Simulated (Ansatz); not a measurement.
## Ni2SbTe (P-6m2): electronic heat capacity and spin susceptibility from the density of states

These are results of Ansatz, DFT r2SCAN, scalar-relativistic, plane waves, PAW, not measurements.

Cutoff 500 eV; k points 12×12×8 on the computed 4-atom cell (Γ-centred); Gaussian smearing, width 0.10 eV; no spin polarisation.

Relaxed cell: P-6m2, a = 3.966 Å, b = 3.966 Å, c = 5.203 Å, α = 90.00°, β = 90.00°, γ = 120.00°, 4 atoms in the primitive cell. Whether it is the stable form of this composition wasn't checked.

The density of states at the Fermi level is 2.529 states/eV in the cell of 4 atoms (1 formula unit; both spins, tetrahedra on a 18×18×12 mesh).

Task: What Sommerfeld coefficient and Pauli susceptibility does this give?

Result: Per formula unit N(E_F) = 2.529 states/eV. γ = (π²/3) k_B² N(E_F) N_A = 2.357 mJ/(mol K²) per state/eV, so γ = 6.0 mJ/(mol K²), a mole of formula units. χ_P = μ_B² N(E_F) N_A = 3.23×10⁻⁵ emu/mol per state/eV gives 8.2×10⁻⁵ emu/mol. This is the bare band result: a measured γ of the same phase is as a rule larger by a factor 1 + λ from phonons and spin fluctuations, the spin part of χ is larger by the Stoner factor, and a measured χ also holds orbital and core terms. N(E_F) at one energy is sensitive to the mesh where the density of states has sharp peaks.

Spin-orbit coupling is left out, which matters for the bands of heavy elements.

A ferromagnetic start lost its moments in a first run, so spin was left out; other magnetic orders weren't tried.

Cost: 1 run of about 1.9 core-minutes, on Intel Xeon 6975P-C (Granite Rapids) (shared hosts).